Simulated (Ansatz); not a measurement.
## BP: excitons and shallow donors from band masses and screening

Method: DFT r2SCAN, scalar-relativistic, plane waves, PAW (Ansatz).

Cutoff 500 eV; k points 10×10×10 on the computed 2-atom cell (Γ-centred); Gaussian smearing, width 0.02 eV; no spin polarisation.

Relaxed cell: F-43m, a = 4.537 Å, b = 4.537 Å, c = 4.537 Å, α = 90.00°, β = 90.00°, γ = 90.00°, 2 atoms in the primitive cell.

The calculation gives a Kohn–Sham gap of 1.41 eV, an electron mass of 0.303 mₑ and a hole mass of 0.262 mₑ (harmonic means over x, y, z and over the bands degenerate at each edge), and ε∞ = 8.81 (independent particles, mean of the diagonal). The masses depend on direction at the band edges, which the isotropic model averages.

Estimate the binding energy and radius of a Wannier–Mott exciton and of a shallow donor, and say whether the hydrogenic model can hold.

The reduced mass is μ = mₙmₕ/(mₙ + mₕ) = 0.14 mₑ, with mₙ and mₕ the band masses. With E_b = 13.606 eV × μ/ε² and a = 0.529 Å × ε/μ (μ in mₑ) the exciton has E_b = 25 meV and a = 33 Å. For a donor μ is the electron mass: 53 meV and 15.4 Å. The exciton's radius is 10 times the shortest lattice vector (3.21 Å), so the continuum picture is reasonable. In a polar crystal the ions screen too, so a state bound more weakly than an optical phonon feels the larger static constant, which lowers the energy and widens the orbit. The other way, the small Kohn–Sham gap and the missing local fields make ε∞ too large and the masses tend to be too light, which underbinds. The edges lie at different points of the zone, so the exciton is indirect.